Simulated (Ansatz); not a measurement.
# CuAu: all-electron results

```
CELL_PARAMETERS angstrom
2.80000 0.00000 0.00000
0.00000 2.80000 0.00000
0.00000 0.00000 3.67000
ATOMIC_POSITIONS crystal
Cu 0.50000 0.50000 0.50000
Au 0.00000 0.00000 0.00000
```

Atom numbers follow the list: Cu1, Au2.

The geometry is COD entry 9004223, unchecked; take it as a test cell.

No spin–orbit coupling, which matters for the heavy atoms here.

Methods: DFT, PBE, all-electron LAPW, scalar-relativistic (Ansatz 0.2.0); DFT, PBE, PAW with Ansatz's default frozen-core files, scalar-relativistic (Ansatz 0.2.0).

For LAPW: a Γ-centred 13×13×10 k mesh, Fermi–Dirac smearing of 0.05 eV, basis error target 0.25 meV/atom, no spin polarisation. PAW takes a cutoff of 420 eV at this cell. The Ansatz runs share mesh, smearing and spin set-up. Values come from LAPW unless marked.

```json
{"Pressure at this cell": "66.4 kbar", "Band gap": "none: bands cross the Fermi level, a metal", "Stress xx, yy, zz (compression positive)": "6.62, 6.62, 6.70 GPa", "Density of states at the Fermi level (0.2 eV bin)": "0.48 states/eV per cell", "Löwdin charges (with 0.33 e of the cell spilling out of the atomic basis, so their sizes and signs hang on that basis)": "Cu1 0.19, Au2 0.13 e", "Bader charges (from the PAW run)": "Cu1 +0.32, Au2 -0.32 e", "Volume per atom": "97.1 bohr³"}
```
